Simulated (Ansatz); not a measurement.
Input, command and steps of an Ansatz relaxation.

```yaml
crystal:
  lattice:
    - [4.8230350336, 0.0, 0.0]
    - [0.0, 4.8230350336, 0.0]
    - [0.0, 0.0, 2.7481118098]
  atoms:
    - { symbol: Ta, position: [0.0, 0.0, 0.5] }
    - { symbol: Ta, position: [0.5, 0.5, 0.0] }
    - { symbol: O, position: [0.7166109264, 0.2833890736, 0.5] }
    - { symbol: O, position: [0.2833890736, 0.7166109264, 0.5] }
    - { symbol: O, position: [0.2166109264, 0.2166109264, 0.0] }
    - { symbol: O, position: [0.7833890736, 0.7833890736, 0.0] }
basis:
  ecutwfc: 500
kpoints:
  mp_grid: { grid: [8, 8, 12] }
hamiltonian:
  xc: r2scan
scf:
  occupations: { method: gaussian, width: 0.1 }
output:
  forces: true
  stress: true
  eigenvalues: true
relax:
  adjacent_minimum: "off"
  f_tol: 0.01
  max_steps: 30
  cell: { stress_tol: 0.1, fix: [volume] }
```

```bash
ansatz run input.yaml --threads 1 --pin off --max-ram 2560MiB --backend cpu --events-out ev --progress --plain --runs-dir out
```

Computed with DFT r2SCAN, scalar-relativistic, plane waves, PAW in Ansatz.

The volume is held at 0.91 times that of the relaxed cell.

Of 4 frames 3 are shown, positions in Å and forces in eV/Å; the SCF threshold varies from step to step. Steps run on the plane waves of an earlier cell, with a Pulay correction in the pressure. The basis is chosen afresh for the last frame, the zero of the energies, and at times for earlier ones too; energy and pressure step there, also at an unchanged geometry.

```xyz
6
Lattice="4.8230 0.0000 0.0000 0.0000 4.8230 0.0000 0.0000 0.0000 2.7481" Properties=species:S:1:pos:R:3:forces:R:3 pbc="T T T" step=1 free_energy_over_end_meV_per_atom=0.12 pressure_GPa=32.38
Ta    0.0000    0.0000    1.3741    0.0000    0.0000    0.0000
Ta    2.4115    2.4115    0.0000    0.0000    0.0000    0.0000
O     3.4562    1.3668    1.3741    0.0519   -0.0519    0.0000
O     1.3668    3.4562    1.3741   -0.0519    0.0519    0.0000
O     1.0447    1.0447    0.0000    0.0519    0.0519    0.0000
O     3.7783    3.7783    0.0000   -0.0519   -0.0519    0.0000
6
Lattice="4.8299 0.0000 0.0000 0.0000 4.8299 0.0000 0.0000 0.0000 2.7403" Properties=species:S:1:pos:R:3:forces:R:3 pbc="T T T" step=2 free_energy_over_end_meV_per_atom=0.01 pressure_GPa=32.25
Ta    0.0000    0.0000    1.3701    0.0000    0.0000    0.0000
Ta    2.4150    2.4150    0.0000    0.0000    0.0000    0.0000
O     3.4635    1.3664    1.3701    0.0130   -0.0130    0.0000
O     1.3664    3.4635    1.3701   -0.0130    0.0130    0.0000
O     1.0485    1.0485    0.0000    0.0130    0.0130    0.0000
O     3.7814    3.7814    0.0000   -0.0130   -0.0130    0.0000
6
Lattice="4.8279 0.0000 0.0000 0.0000 4.8279 0.0000 0.0000 0.0000 2.7425" Properties=species:S:1:pos:R:3:forces:R:3 pbc="T T T" step=4 free_energy_over_end_meV_per_atom=0.00 pressure_GPa=32.26
Ta    0.0000    0.0000    1.3713    0.0000    0.0000    0.0000
Ta    2.4140    2.4140    0.0000    0.0000    0.0000    0.0000
O     3.4621    1.3658    1.3713   -0.0008    0.0008    0.0000
O     1.3658    3.4621    1.3713    0.0008   -0.0008    0.0000
O     1.0482    1.0482    0.0000   -0.0008   -0.0008    0.0000
O     3.7798    3.7798    0.0000    0.0008    0.0008    0.0000
```

It took 73 s on 1 thread of Intel(R) Xeon(R) Platinum 8488C (Sapphire Rapids), with other jobs on the host, peak memory 0.68 GiB.

Spin–orbit coupling is left out, which can shift energies with elements as heavy as these.